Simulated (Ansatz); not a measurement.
GaN:
```cif
data_Ga4N4
_chemical_formula_sum 'Ga4 N4'
_space_group_name_H-M_alt 'P42/mnm'
_space_group_IT_number 136
_space_group_name_Hall '-P 4n 2n'
_cell_length_a 5.46851
_cell_length_b 5.46851
_cell_length_c 3.18265
_cell_angle_alpha 90.000
_cell_angle_beta 90.000
_cell_angle_gamma 90.000
loop_
_atom_site_label
_atom_site_type_symbol
_atom_site_symmetry_multiplicity
_atom_site_Wyckoff_symbol
_atom_site_fract_x
_atom_site_fract_y
_atom_site_fract_z
_atom_site_occupancy
Ga1 Ga 4 g 0.17915 0.17915 0.50000 1
N1 N 4 f 0.31717 0.31717 0.00000 1
```

Relaxed with r²SCAN.

Task: Tabulate the valence density and the electron localisation function along the shortest Ga–Ga contact (2.77 Å), DFT-r²SCAN in the program Ansatz with PAW potentials.

Result: 

```
distance from Ga (Å)  density (e/Å³)   ELF
--------------------  --------------  ----
0.28                           22.62  0.02
0.42                            8.68  0.03
0.55                            2.83  0.08
0.69                            1.05  0.15
0.83                            0.54  0.18
0.97                            0.36  0.15
1.11                            0.29  0.14
1.25                            0.25  0.14
1.39                            0.24  0.13
1.52                            0.25  0.14
1.66                            0.29  0.14
1.80                            0.36  0.15
1.94                            0.54  0.18
2.08                            1.05  0.15
2.22                            2.83  0.08
2.36                            8.68  0.03
2.49                           22.62  0.02
```

The density is the valence pseudo-density with augmentation charge, so density and ELF within about 1 Å of a nucleus are not all-electron values.

Space group P4_2/mnm. The start of the workflow was typed in or built on a structure type; neither database checked (COD, Materials Project) lists it. It is not the phase usual at ambient conditions (space group No. 186, 216). The r²SCAN relaxation kept the symmetry of its start; its stability against distortions is not shown here.

Potentials: the earlier of the program's two PAW sets.
